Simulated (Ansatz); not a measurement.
Below is a relaxed structure of Ta2As5. The cell was found from a structure generator's guess, not taken from experiment.

The calculation used DFT PBE, scalar-relativistic, plane waves, PAW in Ansatz. Cutoff 420 eV, Γ-centred mesh, Gaussian smearing, no spin polarisation.

```xyz
7
Lattice="4.6252 0.0000 0.0000 -2.3126 4.0055 0.0000 0.0000 0.0000 8.5866" Properties=species:S:1:pos:R:3 pbc="T T T"
Ta    0.0000    2.6704    4.2933
Ta    2.3126    1.3352    4.2933
As    0.0000    2.6704    6.9384
As    0.0000    2.6704    1.6482
As    2.3126    1.3352    1.6482
As    2.3126    1.3352    6.9384
As    0.0000    0.0000    0.0000
```

The zero of energy is the elements' standard structures at the same level; no fitted shifts are applied.

Question: What space group does it have?

Answer: P6/mmm (No. 191). Conventional cell: a = 4.625 Å, c = 8.587 Å. Ta is surrounded by 2 As at 2.65 Å and 3 Ta at 2.67 Å; around As on a site of symmetry 3m lie 1 Ta at 2.65 Å, 3 As at 2.67 Å and 4 As at 3.14–3.30 Å; around As on a site of symmetry 6/mmm lie 12 As at 3.14 Å.

Question: How far does it lie from the elements in energy?

Answer: +0.75 eV/atom. A positive value: parting into the elements would lower its energy.

Question: Is it a metal?

Answer: Yes, bands cross the Fermi level on the 12×12×6 mesh.

The last run used a 12×12×6 mesh (in the run's order of axes) for its 7-atom cell and Gaussian smearing of 0.10 eV. No dispersion correction is applied, so the spacing and binding between layers, chains or molecules are poorly described. Spin–orbit coupling, which can matter for Ta, is left out. The cell is a metal run without spin; a magnetic state may lie lower. The reference form of As is held partly by dispersion forces, which this level lacks. A structure relaxed within its symmetry needn't be a true minimum.
